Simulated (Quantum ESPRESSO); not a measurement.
# Al5GaMgSiN8: finding a planted mistake in a log

Simulated, not a measurement. The program is pw.x of Quantum ESPRESSO 7.5 (plane-wave density functional theory). The cell is made up: 16 atoms on a doubled wurtzite lattice, with randomly drawn elements, strain and displacements, not relaxed. PseudoDojo standard norm-conserving files (v0.5 for PBE, v0.4.1 for LDA and PBEsol) set the functional; there is no spin polarisation, spin-orbit coupling or dispersion term, and the masses in the input are unused placeholders.

Intended input:

```
&control calculation='scf', pseudo_dir='./dojo.nc.sr.pbe.v0_5.standard.upf', outdir='./o', disk_io='medium', tprnfor=.true., tstress=.true. /
&system ibrav=0, nat=16, ntyp=5, nbnd=47, ecutwfc=84.00895049, nosym=.true., tot_charge=0,
 occupations='smearing', smearing='fd', degauss=0.0018374661
/
&electrons conv_thr=7.350e-09, electron_maxstep=60, /
ATOMIC_SPECIES
Al 1.0 Al.upf
Ga 1.0 Ga.upf
Mg 1.0 Mg.upf
N 1.0 N.upf
Si 1.0 Si.upf
CELL_PARAMETERS angstrom
3.0822 0.0 0.0
0.0 5.3385 0.0
0.0 0.0 10.0665
ATOMIC_POSITIONS angstrom
Al 0.0454 0.0156 -0.0249
Al 1.6653 2.6797 -0.0064
Al 1.5112 0.9692 2.4733
Ga 0.04 3.5345 2.5574
Al -0.0034 0.0316 5.0363
Al 1.5699 2.6665 5.1003
Mg 1.4968 0.9073 7.5493
Si 0.0444 3.5048 7.5186
N 0.0128 -0.0044 1.8758
N 1.429 2.6723 1.8873
N 1.5738 0.8213 4.4042
N 0.0453 3.5221 4.3988
N -0.0242 0.0314 6.8531
N 1.5709 2.6296 6.9649
N 1.5144 0.9709 9.4024
N -0.0059 3.5154 9.3581
K_POINTS automatic
7 4 2 1 1 1
```

The log is shortened where brackets say so; the opening notice, blank lines, dates and the lines on written files are dropped, and the path of the files is cut. It prints rydbergs, bohrs and kilobars, and counts compression as positive stress. Where no state is partly filled, the Fermi energy that it prints is only some level between the filled and the empty states on the mesh, and need not lie in the true gap.

Log of the intended run:

```
     Program PWSCF v.7.5
     Parallel version (MPI & OpenMP), running on       1 processor cores
     Number of MPI processes:                 1
     Threads/MPI process:                     1
     [start-up lines left out]
     bravais-lattice index     =            0
     lattice parameter (alat)  =       5.8245  a.u.
     unit-cell volume          =    1117.7770 (a.u.)^3
     number of atoms/cell      =           16
     number of atomic types    =            5
     number of electrons       =        82.00
     number of Kohn-Sham states=           47
     kinetic-energy cutoff     =      84.0090  Ry
     charge density cutoff     =     336.0358  Ry
     scf convergence threshold =      7.3E-09
     mixing beta               =       0.7000
     number of iterations used =            8  plain     mixing
     Exchange-correlation= PBE
                           (   1   4   3   4   0   0   0)
     [axes and pseudopotential details left out]
   Cartesian axes
     site n.     atom                  positions (alat units)
         1        Al     tau(   1) = (   0.0147297   0.0050613  -0.0080786  )
         2        Al     tau(   2) = (   0.5402959   0.8694115  -0.0020764  )
         3        Al     tau(   3) = (   0.4902991   0.3144507   0.8024463  )
         4        Ga     tau(   4) = (   0.0129777   1.1467458   0.8297320  )
         5        Al     tau(   5) = (  -0.0011031   0.0102524   1.6339952  )
         6        Al     tau(   6) = (   0.5093440   0.8651288   1.6547596  )
         7        Mg     tau(   7) = (   0.4856271   0.2943677   2.4493219  )
         8        Si     tau(   8) = (   0.0144053   1.1371099   2.4393615  )
         9        N      tau(   9) = (   0.0041529  -0.0014276   0.6085913  )
        10        N      tau(  10) = (   0.4636299   0.8670106   0.6123224  )
        11        N      tau(  11) = (   0.5106093   0.2664655   1.4289144  )
        12        N      tau(  12) = (   0.0146973   1.1427227   1.4271624  )
        13        N      tau(  13) = (  -0.0078515   0.0101875   2.2234443  )
        14        N      tau(  14) = (   0.5096684   0.8531568   2.2597171  )
        15        N      tau(  15) = (   0.4913374   0.3150023   3.0505483  )
        16        N      tau(  16) = (  -0.0019142   1.1405490   3.0361755  )
     number of k points=    28  Fermi-Dirac smearing, width (Ry)=  0.0018
                       cart. coord. in units 2pi/alat
        k(    1) = (   0.0714286   0.0721691   0.0765460), wk =   0.0714286
        k(    2) = (   0.0714286   0.0721691  -0.0765460), wk =   0.0714286
     [further k points left out]
     Dense  grid:   116149 G-vectors     FFT dimensions: (  36,  60, 120)
     Estimated max dynamical RAM per process >     184.20 MB
     Initial potential from superposition of free atoms
     starting charge      81.9836, renormalised to      82.0000
     Starting wfcs are   70 randomized atomic wfcs
     total cpu time spent up to now is       17.5 secs
     per-process dynamical memory:   115.7 Mb
     Self-consistent Calculation
     iteration #  1     ecut=    84.01 Ry     beta= 0.70
     Davidson diagonalization with overlap
     ethr =  1.00E-02,  avg # of iterations =  3.1
     total cpu time spent up to now is       55.1 secs
     total energy              =    -468.37469172 Ry
     estimated scf accuracy    <       5.00219626 Ry
     iteration #  2     ecut=    84.01 Ry     beta= 0.70
     Davidson diagonalization with overlap
     ethr =  6.10E-03,  avg # of iterations =  2.5
     total cpu time spent up to now is       88.9 secs
     total energy              =    -469.81520551 Ry
     estimated scf accuracy    <       3.90949228 Ry
     [iterations 3 to 13 left out]
     iteration # 14     ecut=    84.01 Ry     beta= 0.70
     Davidson diagonalization with overlap
     ethr =  2.95E-11,  avg # of iterations =  2.0
     total cpu time spent up to now is      511.3 secs
     total energy              =    -470.52600523 Ry
     estimated scf accuracy    <          9.7E-09 Ry
     iteration # 15     ecut=    84.01 Ry     beta= 0.70
     Davidson diagonalization with overlap
     ethr =  1.18E-11,  avg # of iterations =  2.0
     total cpu time spent up to now is      542.2 secs
     End of self-consistent calculation
     [lines on levels left out]
     the Fermi energy is    10.4386 ev
!    total energy              =    -470.52600523 Ry
     estimated scf accuracy    <          1.6E-09 Ry
     smearing contrib. (-TS)   =       0.00000000 Ry
     internal energy E=F+TS    =    -470.52600523 Ry
     The total energy is F=E-TS. E is the sum of the following terms:
     one-electron contribution =    -203.99392590 Ry
     hartree contribution      =     154.31441015 Ry
     xc contribution           =    -122.47805554 Ry
     ewald contribution        =    -298.36843394 Ry
     convergence has been achieved in  15 iterations
     Forces acting on atoms (cartesian axes, Ry/au):
     atom    1 type  1   force =    -0.03091241    0.04106118   -0.02238529
     atom    2 type  1   force =    -0.08966244   -0.05018757    0.01243974
     atom    3 type  1   force =     0.02172429   -0.09050268    0.02048115
     atom    4 type  2   force =    -0.09619623    0.06675956   -0.00766703
     atom    5 type  1   force =     0.02645887   -0.04869127   -0.01848724
     atom    6 type  1   force =     0.00809479   -0.02003087   -0.08371534
     atom    7 type  3   force =     0.01456830   -0.09913868   -0.00081668
     atom    8 type  5   force =    -0.01914463    0.12153123   -0.00306894
     atom    9 type  4   force =    -0.02234968    0.03222459   -0.00792546
     atom   10 type  4   force =     0.12014660   -0.02020482   -0.07622782
     atom   11 type  4   force =    -0.02864701    0.07525663   -0.01927291
     atom   12 type  4   force =    -0.01470492   -0.00022960    0.10586434
     atom   13 type  4   force =    -0.00310704   -0.20119069    0.02725017
     atom   14 type  4   force =     0.00415005    0.18779420   -0.00728602
     atom   15 type  4   force =     0.03598729   -0.04922849    0.13599267
     atom   16 type  4   force =     0.07359417    0.05477729   -0.05517533
     Total force =     0.472818     Total SCF correction =     0.000035
     Computing stress (Cartesian axis) and pressure
          total   stress  (Ry/bohr**3)                   (kbar)     P=      109.69
   0.00079380   0.00000136  -0.00013048          116.77        0.20      -19.19
   0.00000136   0.00069525   0.00001560            0.20      102.28        2.29
  -0.00013048   0.00001560   0.00074792          -19.19        2.29      110.02
     init_run     :     16.30s CPU     17.32s WALL (       1 calls)
     electrons    :    499.29s CPU    524.73s WALL (       1 calls)
     forces       :      6.81s CPU      6.90s WALL (       1 calls)
     stress       :     24.33s CPU     25.70s WALL (       1 calls)
     [timing details left out]
     PWSCF        :   9m 6.98s CPU   9m35.11s WALL
     JOB DONE.
```

A second run was made from an input with one planted mistake. Its log:

```
     Program PWSCF v.7.5
     Parallel version (MPI & OpenMP), running on       1 processor cores
     Number of MPI processes:                 1
     Threads/MPI process:                     1
     [start-up lines left out]
     bravais-lattice index     =            0
     lattice parameter (alat)  =       5.8245  a.u.
     unit-cell volume          =    1117.7770 (a.u.)^3
     number of atoms/cell      =           16
     number of atomic types    =            5
     number of electrons       =        82.00
     number of Kohn-Sham states=           47
     kinetic-energy cutoff     =      84.0090  Ry
     charge density cutoff     =     336.0358  Ry
     scf convergence threshold =      7.3E-09
     mixing beta               =       0.7000
     number of iterations used =            8  plain     mixing
     Exchange-correlation= SLA  PW   NOGX NOGC
                           (   1   4   0   0   0   0   0)
     [axes and pseudopotential details left out]
   Cartesian axes
     site n.     atom                  positions (alat units)
         1        Al     tau(   1) = (   0.0147297   0.0050613  -0.0080786  )
         2        Al     tau(   2) = (   0.5402959   0.8694115  -0.0020764  )
         3        Al     tau(   3) = (   0.4902991   0.3144507   0.8024463  )
         4        Ga     tau(   4) = (   0.0129777   1.1467458   0.8297320  )
         5        Al     tau(   5) = (  -0.0011031   0.0102524   1.6339952  )
         6        Al     tau(   6) = (   0.5093440   0.8651288   1.6547596  )
         7        Mg     tau(   7) = (   0.4856271   0.2943677   2.4493219  )
         8        Si     tau(   8) = (   0.0144053   1.1371099   2.4393615  )
         9        N      tau(   9) = (   0.0041529  -0.0014276   0.6085913  )
        10        N      tau(  10) = (   0.4636299   0.8670106   0.6123224  )
        11        N      tau(  11) = (   0.5106093   0.2664655   1.4289144  )
        12        N      tau(  12) = (   0.0146973   1.1427227   1.4271624  )
        13        N      tau(  13) = (  -0.0078515   0.0101875   2.2234443  )
        14        N      tau(  14) = (   0.5096684   0.8531568   2.2597171  )
        15        N      tau(  15) = (   0.4913374   0.3150023   3.0505483  )
        16        N      tau(  16) = (  -0.0019142   1.1405490   3.0361755  )
     number of k points=    28  Fermi-Dirac smearing, width (Ry)=  0.0018
                       cart. coord. in units 2pi/alat
        k(    1) = (   0.0714286   0.0721691   0.0765460), wk =   0.0714286
        k(    2) = (   0.0714286   0.0721691  -0.0765460), wk =   0.0714286
     [further k points left out]
     Dense  grid:   116149 G-vectors     FFT dimensions: (  36,  60, 120)
     Estimated max dynamical RAM per process >     184.20 MB
     Initial potential from superposition of free atoms
     starting charge      81.9856, renormalised to      82.0000
     Starting wfcs are   70 randomized atomic wfcs
     total cpu time spent up to now is       18.5 secs
     per-process dynamical memory:   115.7 Mb
     Self-consistent Calculation
     iteration #  1     ecut=    84.01 Ry     beta= 0.70
     Davidson diagonalization with overlap
     ethr =  1.00E-02,  avg # of iterations =  3.1
     total cpu time spent up to now is       54.0 secs
     total energy              =    -468.46972209 Ry
     estimated scf accuracy    <       4.98111847 Ry
     iteration #  2     ecut=    84.01 Ry     beta= 0.70
     Davidson diagonalization with overlap
     ethr =  6.07E-03,  avg # of iterations =  2.5
     total cpu time spent up to now is       92.7 secs
     total energy              =    -469.89590932 Ry
     estimated scf accuracy    <       4.22837015 Ry
     [iterations 3 to 13 left out]
     iteration # 14     ecut=    84.01 Ry     beta= 0.70
     Davidson diagonalization with overlap
     ethr =  2.33E-11,  avg # of iterations =  2.0
     total cpu time spent up to now is      467.9 secs
     total energy              =    -470.67310026 Ry
     estimated scf accuracy    <          8.8E-09 Ry
     iteration # 15     ecut=    84.01 Ry     beta= 0.70
     Davidson diagonalization with overlap
     ethr =  1.07E-11,  avg # of iterations =  2.0
     total cpu time spent up to now is      495.7 secs
     End of self-consistent calculation
     [lines on levels left out]
     the Fermi energy is    10.0716 ev
!    total energy              =    -470.67310026 Ry
     estimated scf accuracy    <          1.4E-09 Ry
     smearing contrib. (-TS)   =       0.00000000 Ry
     internal energy E=F+TS    =    -470.67310026 Ry
     The total energy is F=E-TS. E is the sum of the following terms:
     one-electron contribution =    -204.79569607 Ry
     hartree contribution      =     153.55369300 Ry
     xc contribution           =    -121.06266325 Ry
     ewald contribution        =    -298.36843394 Ry
     convergence has been achieved in  15 iterations
     Forces acting on atoms (cartesian axes, Ry/au):
     atom    1 type  1   force =    -0.02879684    0.04215885   -0.02203429
     atom    2 type  1   force =    -0.08614274   -0.05103678    0.00933226
     atom    3 type  1   force =     0.01988333   -0.08780640    0.02023580
     atom    4 type  2   force =    -0.08863219    0.06458439   -0.00642319
     atom    5 type  1   force =     0.02465240   -0.04536112   -0.01695417
     atom    6 type  1   force =     0.00750791   -0.01965526   -0.08310475
     atom    7 type  3   force =     0.01447434   -0.09512480   -0.00112511
     atom    8 type  5   force =    -0.01900358    0.11627575   -0.00039341
     atom    9 type  4   force =    -0.02039886    0.02651180   -0.00643685
     atom   10 type  4   force =     0.11368146   -0.01557830   -0.06770515
     atom   11 type  4   force =    -0.02708610    0.07298324   -0.01709716
     atom   12 type  4   force =    -0.01422265   -0.00124319    0.09586390
     atom   13 type  4   force =    -0.00233886   -0.19967947    0.02298139
     atom   14 type  4   force =     0.00332415    0.18775307   -0.00835262
     atom   15 type  4   force =     0.03429362   -0.04673621    0.13647351
     atom   16 type  4   force =     0.06880462    0.05195443   -0.05526015
     Total force =     0.458363     Total SCF correction =     0.000028
     Computing stress (Cartesian axis) and pressure
          total   stress  (Ry/bohr**3)                   (kbar)     P=        9.88
   0.00011768   0.00000137  -0.00011587           17.31        0.20      -17.05
   0.00000137   0.00002734   0.00002343            0.20        4.02        3.45
  -0.00011587   0.00002343   0.00005652          -17.05        3.45        8.31
     init_run     :     16.40s CPU     18.34s WALL (       1 calls)
     electrons    :    455.30s CPU    477.25s WALL (       1 calls)
     forces       :      5.70s CPU      5.76s WALL (       1 calls)
     stress       :     19.40s CPU     20.14s WALL (       1 calls)
     [timing details left out]
     PWSCF        :   8m17.03s CPU   8m41.94s WALL
     JOB DONE.
```

Question: what was wrong in the second input?

Answer: the files are those of another functional. The input lines that differ, file-writing options aside:

```
- &control calculation='scf', pseudo_dir='./dojo.nc.sr.pbe.v0_5.standard.upf', outdir='./o', disk_io='medium', tprnfor=.true., tstress=.true. /
+ &control calculation='scf', pseudo_dir='./dojo.nc.sr.lda.v0_4_1.standard.upf', outdir='./o', disk_io='medium', tprnfor=.true., tstress=.true. /
```

```
                                            intended run  run with the mistake
                          free energy (eV)     -6401.832             -6403.834
                    smearing term -TS (eV)        0.0000                0.0000
                            pressure (GPa)         10.97                  0.99
            largest force component (eV/Å)         5.173                 5.134
largest change of a force component (eV/Å)                               0.257
                                iterations            15                    15
```

For scale, a rerun of the intended cell at a cutoff of 1437 eV and k mesh 9 x 6 x 4 moved values by no more than 0.005 eV in energy, 0.02 GPa in stress and 0.004 eV/Å in force. Files of another functional have another zero of energy, so the energy change says nothing on stability.